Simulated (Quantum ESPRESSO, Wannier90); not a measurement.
**SiC (wurtzite), plane waves to Wannier functions**

Materials Project entry mp-7140; symmetrised, unrelaxed at this level. COD (Crystallography Open Database) has the formula in 5 space groups, this one among them (matched by group alone). Level: PBEsol, no spin polarisation, no spin-orbit coupling; pw.x of Quantum ESPRESSO at 66 Ry with PseudoDojo potentials, 12×12×6 k-points, Wannier90. Density: 12×12×6 mesh, cold smearing 0.01 Ry.

On the energy scale of pw.x, whose zero is arbitrary, the valence-band maximum lies at 9.62 eV.

Input w.win:

```
num_bands = 2
num_wann = 2
exclude_bands = 3-26
num_iter = 1000
conv_tol = 1.0e-6
conv_window = 4
write_hr = true
write_u_matrices = true
auto_projections = true
begin unit_cell_cart
ang
    3.0735101131    0.0000000000    0.0000000000
   -1.5367550566    2.6617378367    0.0000000000
    0.0000000000    0.0000000000    5.0452500000
end unit_cell_cart
begin atoms_frac
Si   0.3333333333 -0.3333333333  0.4996000000
Si  -0.3333333333  0.3333333333 -0.0004000000
C    0.3333333333 -0.3333333333 -0.1246000000
C   -0.3333333333  0.3333333333  0.3754000000
end atoms_frac
mp_grid = 12 12 6
begin kpoints
0.0000000000 0.0000000000 0.0000000000
0.0000000000 0.0000000000 0.1666666667
0.0000000000 0.0000000000 0.3333333333
... (861 more lines: the 12x12x6 mesh through Gamma)
end kpoints
```

Input of pw2wannier90.x that gives the overlap and projection files (equivalent; here they were cut from one run over all bands):

```
&inputpp
  outdir = './out'
  prefix = 'pwscf'
  seedname = 'w'
  write_amn = .true.
  write_mmn = .true.
  scdm_proj = .true.
  scdm_entanglement = 'isolated'
/
```

Output w.wout (banner and timings cut):

```
                                    ------
                                    SYSTEM
                                    ------

                              Lattice Vectors (Ang)
                    a_1     3.073510   0.000000   0.000000
                    a_2    -1.536755   2.661738   0.000000
                    a_3     0.000000   0.000000   5.045250

                   Unit Cell Volume:      41.27458  (Ang^3)

                        Reciprocal-Space Vectors (Ang^-1)
                    b_1     2.044303   1.180279  -0.000000
                    b_2     0.000000   2.360558   0.000000
                    b_3     0.000000  -0.000000   1.245366

 *----------------------------------------------------------------------------*
 |   Site       Fractional Coordinate          Cartesian Coordinate (Ang)     |
 +----------------------------------------------------------------------------+
 | si   1   0.33333  -0.33333   0.49960   |    1.53676  -0.88725   2.52061    |
 | si   2  -0.33333   0.33333  -0.00040   |   -1.53676   0.88725  -0.00202    |
 | c    1   0.33333  -0.33333  -0.12460   |    1.53676  -0.88725  -0.62864    |
 | c    2  -0.33333   0.33333   0.37540   |   -1.53676   0.88725   1.89399    |
 *----------------------------------------------------------------------------*
                                ------------
                                K-POINT GRID
                                ------------

             Grid size = 12 x 12 x  6      Total points =  864

 *---------------------------------- MAIN ------------------------------------*
 |  Number of Wannier Functions               :                 2             |
 |  Number of Objective Wannier Functions     :                 2             |
 |  Number of input Bloch states              :                 2             |
 |  Output verbosity (1=low, 5=high)          :                 1             |
 |  Timing Level (1=low, 5=high)              :                 1             |
 |  Optimisation (0=memory, 3=speed)          :                 3             |
 |  Length Unit                               :               Ang             |
 |  Post-processing setup (write *.nnkp)      :                 F             |
 |  Using Gamma-only branch of algorithms     :                 F             |
 *----------------------------------------------------------------------------*
 *------------------------------- WANNIERISE ---------------------------------*
 |  Total number of iterations                :              1000             |
 |  Number of CG steps before reset           :                 5             |
 |  Trial step length for line search         :             2.000             |
 |  Convergence tolerence                     :         0.100E-05             |
 |  Convergence window                        :                 4             |
 |  Iterations between writing output         :                 1             |
 |  Iterations between backing up to disk     :               100             |
 |  Write r^2_nm to file                      :                 F             |
 |  Write xyz WF centres to file              :                 F             |
 |  Write on-site energies <0n|H|0n> to file  :                 F             |
 |  Use guiding centre to control phases      :                 F             |
 |  Use phases for initial projections        :                 F             |
 *----------------------------------------------------------------------------*
 *-------------------------------- PLOTTING ----------------------------------*
 |  Plotting Hamiltonian in WF basis          :                 T             |
 *----------------------------------------------------------------------------*

       ... (k-mesh section left out)

 Starting a new Wannier90 calculation ...

 Reading overlaps from w.mmn

 Reading projections from w.amn

 *------------------------------- WANNIERISE ---------------------------------*
 +--------------------------------------------------------------------+<-- CONV
 | Iter  Delta Spread     RMS Gradient      Spread (Ang^2)            |<-- CONV
 +--------------------------------------------------------------------+<-- CONV

 ------------------------------------------------------------------------------
 Initial State
  WF centre and spread    1  ( -1.529519,  0.880817,  1.914462 )     2.47961577
  WF centre and spread    2  (  1.527570, -0.884194, -0.608163 )     2.47961577
  Sum of centres and spreads ( -0.001950, -0.003377,  1.306299 )     4.95923155

      0     0.496E+01     0.0000000000        4.9592315508  <-- CONV
        O_D=      0.4799773 O_OD=      0.3735404 O_TOT=      4.9592316 <-- SPRD
 ------------------------------------------------------------------------------
      1    -0.361E+00     0.2542108833        4.5985743088  <-- CONV
        O_D=      0.2853820 O_OD=      0.2074784 O_TOT=      4.5985743 <-- SPRD
      2    -0.186E+00     0.2341940813        4.4125540787  <-- CONV
        O_D=      0.1739973 O_OD=      0.1328430 O_TOT=      4.4125541 <-- SPRD
      3    -0.111E+00     0.1959923434        4.3020313764  <-- CONV
        O_D=      0.1056310 O_OD=      0.0906865 O_TOT=      4.3020314 <-- SPRD
      4    -0.665E-01     0.1553832923        4.2355511386  <-- CONV
        O_D=      0.0626287 O_OD=      0.0672086 O_TOT=      4.2355511 <-- SPRD
      5    -0.333E-01     0.1117913344        4.2022043231  <-- CONV
        O_D=      0.0420858 O_OD=      0.0544047 O_TOT=      4.2022043 <-- SPRD
       ... (lines left out)
     21    -0.241E-06     0.0003252197        4.1823366545  <-- CONV
        O_D=      0.0309981 O_OD=      0.0456247 O_TOT=      4.1823367 <-- SPRD
     22    -0.103E-06     0.0002025140        4.1823365517  <-- CONV
        O_D=      0.0309972 O_OD=      0.0456255 O_TOT=      4.1823366 <-- SPRD
     23    -0.481E-07     0.0001421120        4.1823365036  <-- CONV
        O_D=      0.0309967 O_OD=      0.0456260 O_TOT=      4.1823365 <-- SPRD
             <<<     Delta < 1.000E-06  over  4 iterations     >>>
             <<< Wannierisation convergence criteria satisfied >>>
 Final State
  WF centre and spread    1  ( -1.536753,  0.887245,  1.910679 )     2.09116825
  WF centre and spread    2  (  1.536753, -0.887245, -0.611946 )     2.09116825
  Sum of centres and spreads ( -0.000000, -0.000000,  1.298733 )     4.18233650

         Spreads (Ang^2)       Omega I      =     4.105713831
        ================       Omega D      =     0.030996663
                               Omega OD     =     0.045626010
    Final Spread (Ang^2)       Omega Total  =     4.182336504
```
